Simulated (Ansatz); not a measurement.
Relaxed-ion elastic tensor of MgO in space group P4_2/mnm (No. 136; Mg on 4g, O on 4f) in GPa (Voigt order), r²SCAN in the plane-wave PAW code Ansatz; density 2.71 g/cm³, 12.35 Å³ per atom.

```
 132   100  99.1   0.0   0.0   0.0
 100   132  99.1   0.0   0.0   0.0
99.1  99.1   219   0.0   0.0   0.0
 0.0   0.0   0.0  48.6   0.0   0.0
 0.0   0.0   0.0   0.0  48.6   0.0
 0.0   0.0   0.0   0.0   0.0  72.2
```

**Question.** Is the crystal mechanically stable?

**Answer.** Yes: the smallest eigenvalue of C is 31.1 GPa.

**Question.** Work out the Voigt, Reuss and Hill averages.

**Answer.** K_V = 120, K_R = 114, K_H = 117; G_V = 46.1, G_R = 35.1, G_H = 40.6 GPa.

**Question.** Give Young's modulus, Poisson's ratio, Pugh's ratio and the universal anisotropy index.

**Answer.** E = 9KG/(3K + G) = 109 GPa; ν = 0.34; K/G = 2.88 (ductile by the Pugh limit of 1.75); A_U = 5G_V/G_R + K_V/K_R − 6 = 1.62.

**Question.** Estimate the sound speeds and the Debye temperature.

**Answer.** v_l = √((K + 4G/3)/ρ) = 7940 m/s, v_t = √(G/ρ) = 3870 m/s, mean 4350 m/s; Θ = (h/k)(3n/4πV)^(1/3) v_m = 560 K.

**Question.** How much does each axis shrink under pressure?

**Answer.** Linear compressibilities β_i = Σ_j S_ij (j = 1 to 3): x 3.8, y 3.8, z 1.1 per TPa.

The start of the workflow was typed in or built on a structure type; neither database checked (COD, Materials Project) lists it. It is not the phase usual at ambient conditions (space group No. 225). The r²SCAN relaxation kept the symmetry of its start; whether a distortion lowers the energy is not shown.

Potentials: the later of the program's two PAW sets.
